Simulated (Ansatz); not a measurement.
## Optical constants of BPd

Theory: DFT PBEsol, scalar-relativistic, plane waves, PAW (Ansatz). Plane waves to 420 eV; Γ-centred k mesh 16×16×16; Fermi-Dirac smearing of 0.15 eV. No spin polarisation.

Relaxed structure:
```
B Pd
1.0
     2.74424    0.00000    0.00000
     0.00000    2.74424    0.00000
     0.00000    0.00000    2.74424
B Pd
1 1
Direct
  0.50000 0.50000 0.50000
  0.00000 0.00000 0.00000
```

The cell was built by swapping an element in a database structure (itself possibly hypothetical) and relaxing; it need not be the stable form of this composition. In a metal these results depend on the k mesh and the smearing.

Independent-particle response (no local fields, no excitons) on a 24×24×24 mesh, broadened by 0.1 eV; the Drude term is undamped and its weight carries the smearing above, which sets much of it in a semimetal. The run couldn't bound its error over part or most of this range, so small peaks and near ties are unsure. Light polarised along y. ε₁ lacks the small share of bands above those solved.

Question: Tabulate ε₁ and ε₂ against photon energy.

Answer:
```csv
E (eV),ε₁,ε₂
0.3,-533.38,93.58
0.6,-172.18,68.68
0.9,-84.23,25.30
1.2,-44.69,12.16
1.5,-24.69,7.72
1.8,-13.54,6.69
2.1,-7.19,6.65
2.4,-3.27,6.98
2.7,-0.96,7.59
3.0,0.23,8.14
3.3,0.34,8.38
3.6,0.53,7.34
3.9,1.79,7.79
4.2,1.28,7.79
4.5,1.22,7.54
4.8,1.04,6.81
5.1,1.19,6.14
5.4,1.89,5.24
5.7,3.08,4.70
6.0,5.26,5.20
6.3,6.23,7.85
6.6,5.01,9.96
6.9,3.59,11.67
7.2,0.79,11.55
7.5,-0.47,10.76
7.8,-1.55,10.09
8.1,-2.31,9.82
8.4,-5.24,8.95
8.7,-4.37,5.62
9.0,-3.81,4.71
9.3,-3.27,3.94
9.6,-2.70,3.31
9.9,-2.10,3.04
10.2,-1.70,2.90
10.5,-1.41,2.83
10.8,-1.40,2.73
11.1,-1.14,2.42
11.4,-0.87,2.28
11.7,-0.61,2.15
12.0,-0.34,2.12
```

Question: Where is the highest local maximum of ε₂ between 0.3 and 12 eV?

Answer: At 0.4 eV, where ε₂ = 116.5.